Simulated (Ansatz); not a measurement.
SrIn₃Au:
```
CELL_PARAMETERS angstrom
     -2.30601     2.30601     6.21161
      2.30601    -2.30601     6.21161
      2.30601     2.30601    -6.21161
ATOMIC_POSITIONS crystal
  Sr 0.99645 0.99645 0.00000
  In 0.23126 0.73126 0.50000
  In 0.73126 0.23126 0.50000
  In 0.38304 0.38304 0.00000
  Au 0.59978 0.59978 0.00000
```

Relaxed with r²SCAN. Special points in fractions of this cell's reciprocal vectors: Γ (0.000, 0.000, 0.000); X (0.000, 0.000, 0.500); P (0.250, 0.250, 0.250); N (0.000, 0.500, 0.000); M (0.500, 0.500, -0.500); S (0.284, 0.716, -0.284); S0 (-0.284, 0.284, 0.284); R (-0.069, 0.069, 0.500); G (0.500, 0.500, -0.069).

Problem. List the band energies nearest the Fermi level at these points for plane-wave PAW r²SCAN (Ansatz code).

Solution. In eV from the Fermi level; about four levels below and three above (degenerate sets whole), none deeper than 8.9 eV; points with the same levels are listed once.

```csv
k,below,above
Γ,-3.71 -0.83 -0.83 -0.75,1.76 1.92 1.92
X,-3.73 -2.22 -1.77 -1.13,1.74 2.72 2.76
P,-4.03 -4.03 -2.12 -1.44 -1.44,1.07 3.10 3.10
N,-4.74 -4.52 -3.58 -2.98,0.05 0.34 1.37
M,-4.66 -1.23 -1.23 -0.75,0.26 1.80 2.19
S,-4.48 -1.46 -0.52 -0.21,1.45 2.03 2.60
R,-3.18 -2.46 -1.48 -1.03,1.72 2.70 2.84
```

Space group I4mm. The workflow started from a Materials Project entry (that database holds measured and hypothetical structures alike); the Crystallography Open Database copy checked does not list it. Its standing as an ambient phase is unchecked. Symmetry was held in the r²SCAN relaxation; whether a distortion lowers the energy is not shown. Scalar-relativistic: spin–orbit coupling is off unless named, which matters more the heavier the elements.

Potentials: the later of the program's two PAW sets.
